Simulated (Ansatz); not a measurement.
## Where the states of MoN₂ lie

```
CELL_PARAMETERS angstrom
2.99139 0.00000 0.00000
-1.49570 2.59062 0.00000
0.00000 0.00000 5.52851
ATOMIC_POSITIONS crystal
Mo 0.00000 0.00000 0.00000
N 0.33333 0.66667 0.19061
N 0.66667 0.33333 0.80939
```

Conventional cell: a = 2.991 Å, b = 2.991 Å, c = 5.529 Å, α = 90.00°, β = 90.00°, γ = 120.00°. Mo (atom 1) is surrounded by 6 N at 2.02 Å. Around N (atom 2) lie 3 Mo at 2.02 Å.

The structure comes from a relaxation in the same program, started in the CdI2 type, and has space group P-3m1. Whether it is a known phase or the ground state wasn't checked.

The calculation used DFT, PBE, all-electron LAPW, scalar-relativistic (Ansatz 0.2.0).

Sampling and basis: a Γ-centred 14×14×8 k mesh, Fermi–Dirac smearing of 0.03 eV, basis error target 1 meV/atom, no spin polarisation.

States per eV and cell, averaged over 0.4 eV, from -6.6 to 3.2 eV, with energies (bin centres) from the Fermi level; empty bins are left out. The partial columns, the largest 5 alone, are projections on Löwdin-orthogonalised atomic shells (those that the program's projection atoms carry: the occupied ones and, for some elements, an empty d or f shell; other empty shells have no column), summed over atoms of an element. Weights on diffuse s and p shells depend on that basis and aren't pure angular character.

| E (eV) | total | N 2p | Mo 4d | N 2s | Mo 5s | Mo 4p |
| --- | --- | --- | --- | --- | --- | --- |
| -6.5 | 0.27 | 0.12 | 0.13 | 0.01 | 0.01 | 0.00 |
| -6.1 | 0.86 | 0.38 | 0.43 | 0.02 | 0.02 | 0.00 |
| -5.7 | 2.52 | 1.16 | 1.22 | 0.08 | 0.02 | 0.02 |
| -5.3 | 2.40 | 1.12 | 1.16 | 0.06 | 0.02 | 0.02 |
| -4.9 | 3.81 | 1.95 | 1.73 | 0.04 | 0.04 | 0.02 |
| -4.5 | 1.29 | 0.63 | 0.61 | 0.03 | 0.00 | 0.00 |
| -4.1 | 0.70 | 0.38 | 0.25 | 0.06 | 0.01 | 0.00 |
| -3.7 | 1.38 | 0.87 | 0.35 | 0.11 | 0.03 | 0.01 |
| -3.3 | 3.19 | 2.00 | 0.87 | 0.16 | 0.09 | 0.02 |
| -2.9 | 2.23 | 1.45 | 0.61 | 0.10 | 0.01 | 0.03 |
| -2.5 | 2.56 | 1.66 | 0.64 | 0.19 | 0.01 | 0.02 |
| -2.1 | 1.68 | 1.07 | 0.52 | 0.05 | 0.01 | 0.01 |
| -1.7 | 1.22 | 0.81 | 0.36 | 0.02 | 0.00 | 0.01 |
| -1.3 | 1.17 | 0.96 | 0.17 | 0.01 | 0.00 | 0.01 |
| -0.9 | 2.02 | 1.80 | 0.15 | 0.03 | 0.00 | 0.02 |
| -0.5 | 1.57 | 1.44 | 0.09 | 0.02 | 0.00 | 0.01 |
| -0.1 | 1.15 | 1.10 | 0.03 | 0.01 | 0.00 | 0.01 |
| 0.3 | 0.18 | 0.09 | 0.09 | 0.00 | 0.00 | 0.00 |
| 0.7 | 1.47 | 0.45 | 0.95 | 0.04 | 0.01 | 0.00 |
| 1.1 | 3.32 | 1.22 | 1.88 | 0.10 | 0.04 | 0.00 |
| 1.5 | 1.08 | 0.37 | 0.68 | 0.01 | 0.01 | 0.00 |
| 1.9 | 3.01 | 0.90 | 2.05 | 0.00 | 0.02 | 0.01 |
| 2.3 | 1.78 | 0.66 | 1.05 | 0.00 | 0.04 | 0.00 |
| 2.7 | 3.21 | 1.47 | 1.63 | 0.00 | 0.04 | 0.01 |
| 3.1 | 0.93 | 0.46 | 0.43 | 0.00 | 0.00 | 0.00 |
